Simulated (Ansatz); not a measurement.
Does this entry for LiAu4Se4Cl4O12 lie near equilibrium?

The cell is a Materials Project structure (computed, not necessarily an observed phase), taken as it stands.

```yaml
crystal:
  lattice:
    - [4.63286, 0.00000, 0.00000]
    - [0.87834, 10.14630, 0.00000]
    - [0.76261, 1.33133, 10.98569]
  atoms:
    - { symbol: Li, position: [0.25848, 0.07635, 0.21893] }
    - { symbol: Se, position: [0.74205, 0.86081, 0.28650] }
    - { symbol: Se, position: [0.17969, 0.71413, 0.89513] }
    - { symbol: Se, position: [0.79532, 0.31089, 0.09428] }
    - { symbol: Se, position: [0.29488, 0.12775, 0.73469] }
    - { symbol: Au, position: [0.01806, 0.58891, 0.17172] }
    - { symbol: Au, position: [0.95776, 0.00118, 0.00372] }
    - { symbol: Au, position: [0.01163, 0.42111, 0.81113] }
    - { symbol: Au, position: [0.03388, 0.99385, 0.50753] }
    - { symbol: Cl, position: [0.35152, 0.49036, 0.66311] }
    - { symbol: Cl, position: [0.68364, 0.52633, 0.32688] }
    - { symbol: Cl, position: [0.31526, 0.16644, 0.42591] }
    - { symbol: Cl, position: [0.75707, 0.81911, 0.57549] }
    - { symbol: O, position: [0.61350, 0.96134, 0.16144] }
    - { symbol: O, position: [0.70507, 0.35849, 0.94641] }
    - { symbol: O, position: [0.04095, 0.77225, 0.22291] }
    - { symbol: O, position: [0.04212, 0.17151, 0.08677] }
    - { symbol: O, position: [0.08095, 0.40472, 0.11980] }
    - { symbol: O, position: [0.89296, 0.82439, 0.93449] }
    - { symbol: O, position: [0.31713, 0.64547, 0.03423] }
    - { symbol: O, position: [0.99179, 0.24172, 0.74966] }
    - { symbol: O, position: [0.96708, 0.97868, 0.33042] }
    - { symbol: O, position: [0.92786, 0.60228, 0.86883] }
    - { symbol: O, position: [0.33060, 0.04755, 0.87854] }
    - { symbol: O, position: [0.09353, 0.00689, 0.68363] }
```

Atoms are numbered from 1 in the order listed; like atoms form one site, named after its first atom.

Level of theory: DFT, PBE, plane waves and PAW, scalar-relativistic, 420 eV cutoff, Γ-centred 7×4×3 k-points, Fermi–Dirac smearing 0.05 eV (Ansatz 0.2.0).

(1) Do the atoms and the cell lie near the calculated equilibrium?

## Answers

(1) Nearly. The largest force is 0.32 eV/Å, on atom 5 (Se: 3 O at 1.71–1.78 Å), and the pressure is -0.8 GPa. Relaxing the atoms is still advisable, since electric field gradients respond to shifts of a few hundredths of an ångström.
